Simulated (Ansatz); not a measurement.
**Every step of a relaxation of Gd2CCl2**

DFT, LDA, PAW with Ansatz's default frozen-core files, scalar-relativistic (Ansatz 0.2.0); a Γ-centred 10×10×4 k mesh, Fermi–Dirac smearing of 0.05 eV, spin-polarised from start moments Gd1 7, Gd2 7 μB. The run relaxes shape and atoms at held volume.

Command: `ansatz run input.yaml --threads 3 --pin off --max-ram 10240MiB --backend cpu --events-out ev --progress --plain --runs-dir out`

PAW: frozen-core files, cutoff 420 eV; forces are relaxed below 0.01 eV/Å.

Each step lists its free energy a cell above the last geometry, the pressure, the cell vectors (Å), and Cartesian positions (Å) with forces (eV/Å).

The first step:

```
step 1  dF = 2649.04 meV  P = 85.3 GPa
  cell 3.1741 0.0000 0.0000  -1.5870 2.7488 0.0000  0.0000 0.0000 7.9783
  Gd 0.0000 1.8326 2.8303   0.0000 0.0000 -2.0954
  Gd 1.5870 0.9163 5.1480   0.0000 0.0000 2.0954
  C 0.0000 0.0000 3.9891   0.0000 0.0000 0.0000
  Cl 0.0000 1.8326 6.6563   0.0000 0.0000 5.5534
  Cl 1.5870 0.9163 1.3220   0.0000 0.0000 -5.5534
```

The open f shell is treated without a Hubbard term, so these are results of the method, and the state needn't be the lowest. Spin–orbit coupling is left out, which matters for the heavy atoms. The PAW files were made under PBE.

Question: Where does the relaxation end, and by which steps?

Answer: After 6 geometries, with conventional a, b, c = 3.158, 3.158, 8.062 Å, at 13.922 Å³/atom and 60.5 GPa in space group P-3m1, with a shortest distance of 2.271 Å and a cell moment of 13.78 μB. The further steps:
```
step 2  dF = 630.48 meV  P = 70.9 GPa
  cell 3.1791 0.0000 0.0000  -1.5895 2.7532 0.0000  0.0000 0.0000 7.9533
  Gd 0.0000 1.8354 2.7223   0.0000 0.0000 -1.1642
  Gd 1.5895 0.9177 5.2310   0.0000 0.0000 1.1642
  C 0.0000 0.0000 3.9767   0.0000 0.0000 0.0000
  Cl 0.0000 1.8354 6.8298   0.0000 0.0000 3.0108
  Cl 1.5895 0.9177 1.1235   0.0000 0.0000 -3.0108
step 3  dF = 29.45 meV  P = 59.1 GPa
  cell 3.1586 0.0000 0.0000  -1.5793 2.7355 0.0000  0.0000 0.0000 8.0566
  Gd 0.0000 1.8236 2.6539   0.0000 0.0000 0.3998
  Gd 1.5793 0.9118 5.4027   0.0000 0.0000 -0.3998
  C 0.0000 0.0000 4.0283   0.0000 0.0000 0.0000
  Cl 0.0000 1.8236 7.1156   0.0000 0.0000 -0.6609
  Cl 1.5793 0.9118 0.9410   0.0000 0.0000 0.6609
step 4  dF = 1.02 meV  P = 61.0 GPa
  cell 3.1619 0.0000 0.0000  -1.5809 2.7383 0.0000  0.0000 0.0000 8.0399
  Gd 0.0000 1.8255 2.6726   0.0000 0.0000 -0.0749
  Gd 1.5809 0.9128 5.3673   0.0000 0.0000 0.0749
  C 0.0000 0.0000 4.0200   0.0000 0.0000 0.0000
  Cl 0.0000 1.8255 7.0640   0.0000 0.0000 0.0957
  Cl 1.5809 0.9128 0.9759   0.0000 0.0000 -0.0957
step 5  dF = 0.03 meV  P = 60.5 GPa
  cell 3.1583 0.0000 0.0000  -1.5791 2.7352 0.0000  0.0000 0.0000 8.0583
  Gd 0.0000 1.8234 2.6752   0.0000 0.0000 0.0208
  Gd 1.5791 0.9117 5.3831   0.0000 0.0000 -0.0208
  C 0.0000 0.0000 4.0292   0.0000 0.0000 0.0000
  Cl 0.0000 1.8234 7.0846   0.0000 0.0000 0.0161
  Cl 1.5791 0.9117 0.9737   0.0000 0.0000 -0.0161
step 6  dF = 0.00 meV  P = 60.5 GPa
  cell 3.1576 0.0000 0.0000  -1.5788 2.7346 0.0000  0.0000 0.0000 8.0618
  Gd 0.0000 1.8230 2.6768   0.0000 0.0000 0.0002
  Gd 1.5788 0.9115 5.3850   0.0000 0.0000 -0.0002
  C 0.0000 0.0000 4.0309   0.0000 0.0000 0.0000
  Cl 0.0000 1.8230 7.0882   0.0000 0.0000 -0.0032
  Cl 1.5788 0.9115 0.9736   0.0000 0.0000 0.0032
step 7  dF = -0.09 meV  P = 60.5 GPa  (same geometry on a basis chosen anew; earlier energies don't compare to the last digit)
  cell 3.1576 0.0000 0.0000  -1.5788 2.7346 0.0000  0.0000 0.0000 8.0618
  Gd 0.0000 1.8230 2.6768   0.0000 0.0000 0.0002
  Gd 1.5788 0.9115 5.3850   0.0000 0.0000 -0.0002
  C 0.0000 0.0000 4.0309   0.0000 0.0000 0.0000
  Cl 0.0000 1.8230 7.0882   0.0000 0.0000 -0.0033
  Cl 1.5788 0.9115 0.9736   0.0000 0.0000 0.0033
```
